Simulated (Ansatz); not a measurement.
Si2Ni (fluorite or antifluorite type, Fm-3m), the program Ansatz at the r²SCAN level (PAW), all energies at zero smearing, with the estimated change up to a 700 eV cutoff added, with one set of potentials and settings (totals compare only within such a set). Cell of 3 atoms (2 Si, 1 Ni): -7124.465 eV.

```csv
element,reference phase,E (eV/atom)
Si,"Fd-3m, 2 atoms in the cell",-639.0665
Ni,"Fm-3m, 1 atoms in the cell, spin-polarised",-5845.2921
```

Formation energy per atom, worked out: (-7124.465 − 2×(-639.0665) − 1×(-5845.2921))/3 = -0.346 eV/atom (-33 kJ per mol of atoms), at 0 K, without zero-point energy or fitted corrections.

The r²SCAN relaxation kept the symmetry of its start; of distortions, only those at the zone centre were tested. The run is not spin-polarised. The references are the lowest solids computed at this level, not always the standard phases.

Potentials: the earlier of the program's two PAW sets.
